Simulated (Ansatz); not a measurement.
One stationary structure of TiAl$_{3}$. Space group I4/mmm (No. 139), AFLOW prototype A3B_tI8_139_bd_a (D0_22, as in TiAl3). These are PBEsol (plane waves to 420 eV, PAW, scalar-relativistic; Ansatz, a quantum-chemistry and plane-wave program) values and carry that method's errors.

```cif
data_Al3Ti
_chemical_formula_sum 'Al3 Ti1'
_space_group_name_H-M_alt 'P 1'
_space_group_IT_number 1
_cell_length_a 5.05572
_cell_length_b 5.05572
_cell_length_c 5.05572
_cell_angle_alpha 135.651
_cell_angle_beta 135.651
_cell_angle_gamma 64.520
loop_
_space_group_symop_operation_xyz
  'x, y, z'
loop_
_atom_site_label
_atom_site_type_symbol
_atom_site_fract_x
_atom_site_fract_y
_atom_site_fract_z
_atom_site_occupancy
Al1 Al 0.50000 0.50000 0.00000 1
Al2 Al 0.75000 0.25000 0.50000 1
Al3 Al 0.25000 0.75000 0.50000 1
Ti1 Ti 0.00000 0.00000 0.00000 1
```

* **Volume per atom**: 15.57 Å³
* **Band gap**: no gap (metallic)
* **Shortest distances**: Al–Al 2.70 Å; Al–Ti 2.70 Å
* **k-mesh**: 17×17×17

Band energies at high-symmetry points (eV from the Fermi level; labels of this space group; no spin-orbit coupling), from −5 eV up to 1.7 eV:

| point | energies |
|---|---|
| Γ | -2.87 -2.63 -1.44 -1.23 -1.23 0.85 |
| X | -4.39 -3.78 -2.70 -2.21 -1.00 |
| P | -4.81 -4.81 -4.28 -1.84 -1.84 -1.16 0.86 |
| N | -3.63 -2.95 -1.06 -0.27 0.51 |
| M | -2.03 -0.91 -0.91 -0.25 0.71 0.71 0.97 |
| S | -1.07 -0.78 -0.62 0.57 1.62 |
| S0 | -1.07 -0.78 -0.62 0.57 1.62 |
| R | -4.92 -3.63 -2.23 -1.37 -0.87 |

No spin polarisation in the result.

The run could not lose the symmetry of its start; a randomly shaken copy of 4 atoms returns to this structure.

All atoms sit on sites fixed by symmetry, so only the cell could relax.
